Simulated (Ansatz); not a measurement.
**Structures of SbTePd: which is lowest?**

Plane-wave DFT in Ansatz with scalar-relativistic PAW potentials, cutoff 420 eV, Γ-centred meshes chosen by cell and gap, Gaussian smearing with energies taken to zero width. Every cell was relaxed (cell and atoms) in a run of its own, within the symmetry of its start. Functional: PBE.

Relaxed structures (starts from databases or built by putting these elements on another compound's sites):
A. P4/nmm, 6 atoms in the computed cell, a = 4.557 Å, c = 7.236 Å; sites (symmetry × multiplicity) Sb 4mm × 2, Te 4mm × 2, Pd -4m2 × 2; start: built
B. P2_13, 12 atoms in the computed cell, a = 6.641 Å; sites (symmetry × multiplicity) Sb .3. × 4, Te .3. × 4, Pd .3. × 4; start: database

Rank them by energy. Could pressure change the order?

| structure | group | E − E(lowest) (meV/atom) | V (Å³/atom) | gap on mesh (eV) |
| --- | --- | --- | --- | --- |
| B | P2_13 | 0.0 | 24.40 | 0.00 |
| A | P4/nmm | 250 | 25.04 | 0.00 |

B is lowest, 250 meV/atom under A. The lowest is also the densest of these, so pressure wouldn't bring one of the others in at first order. Other structures may lie lower than all of these, and vibrations aren't counted.

Spin-orbit coupling is left out, which matters for the bands of heavy elements.